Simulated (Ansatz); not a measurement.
Ge3N4:
```xyz
14
Lattice="8.1306 0.0000 0.0000 -4.0653 7.0413 0.0000 0.0000 0.0000 3.1145" Properties=species:S:1:pos:R:3 pbc="T T T"
Ge     5.7843     1.6572     2.3359
Ge    -1.7190     5.3841     0.7786
Ge     1.4570     5.8380     0.7786
Ge     2.6083     1.2033     2.3359
Ge     3.8033     4.1808     2.3359
Ge     0.2620     2.8605     0.7786
N      4.0653     2.3471     2.3359
N      0.0000     4.6942     0.7786
N      1.4902     6.8477     2.3359
N      2.5751     0.1936     0.7786
N      2.9454     4.7144     0.7786
N      1.1199     2.3269     2.3359
N     -2.6101     4.9080     2.3359
N      6.6753     2.1333     0.7786
```

Relaxed with PBE. Special points in fractions of this cell's reciprocal vectors: Γ (0.000, 0.000, 0.000); M (0.500, 0.000, 0.000); K (0.333, 0.333, 0.000); A (0.000, 0.000, 0.500); L (0.500, 0.000, 0.500); H (0.333, 0.333, 0.500).

### Question
List the band energies nearest the valence-band maximum at these points for the program Ansatz at the PBE level (PAW).

### Answer
In eV from the valence-band maximum; about four levels below and three above (degenerate sets whole), none deeper than 8.9 eV; points with the same levels are listed once.

```
k                                below                above
-  -----------------------------------  -------------------
Γ         -0.85 -0.85 -0.44 -0.22 0.00       1.81 3.24 3.24
M              -1.06 -0.50 -0.11 -0.05       2.99 3.19 3.70
K              -0.80 -0.80 -0.08 -0.08       3.33 3.51 3.51
A  -1.16 -1.16 -1.16 -1.16 -1.16 -1.16  4.23 4.23 4.23 4.23
L              -1.09 -1.09 -0.85 -0.85  3.69 3.69 4.85 4.85
H              -0.99 -0.99 -0.92 -0.92  3.79 3.79 4.82 4.82
```

Space group P6_3/m. The cell was relaxed with PBE under the symmetry of its start. Spin–orbit coupling is left out wherever it is not named.

Potentials: the earlier of the program's two PAW sets.
